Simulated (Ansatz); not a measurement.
Input:

CaAu$_{2}$:
```cif
data_Au8Ca4
_chemical_formula_sum 'Ca4 Au8'
_space_group_name_H-M_alt 'Imma'
_space_group_IT_number 74
_space_group_name_Hall '-I 2b 2'
_cell_length_a 4.60801
_cell_length_b 7.07816
_cell_length_c 8.22659
_cell_angle_alpha 90.000
_cell_angle_beta 90.000
_cell_angle_gamma 90.000
loop_
_atom_site_label
_atom_site_type_symbol
_atom_site_symmetry_multiplicity
_atom_site_Wyckoff_symbol
_atom_site_fract_x
_atom_site_fract_y
_atom_site_fract_z
_atom_site_occupancy
Ca1 Ca 4 e 0.00000 0.25000 0.45812 1
Au1 Au 8 h 0.00000 0.54007 0.16112 1
```
(The calculation used a cell of 6 atoms; values per cell refer to that cell.)

This is the r²SCAN-relaxed structure.

**Question.** All from r²SCAN (plane waves, PAW; program Ansatz), unless another level is named. Give the formation energy from the elements (no fitted shifts).

**Answer.** -0.76 eV/atom.

**Question.** Give the density of states at the Fermi level.

**Answer.** 0.30 states/eV per atom (mean over ±0.08 eV).

The first step of the workflow began from a Materials Project structure, measured or hypothetical; the Crystallography Open Database files this formula in space group No. 74, but the cells were not matched. Its standing as an ambient phase is unchecked. The r²SCAN relaxation kept the symmetry of its start; its stability against distortions is not shown here. The references are the lowest solids computed at this level, not always the standard phases. Spin–orbit coupling is left out wherever it is not named.

Potentials: the later of the program's two PAW sets.
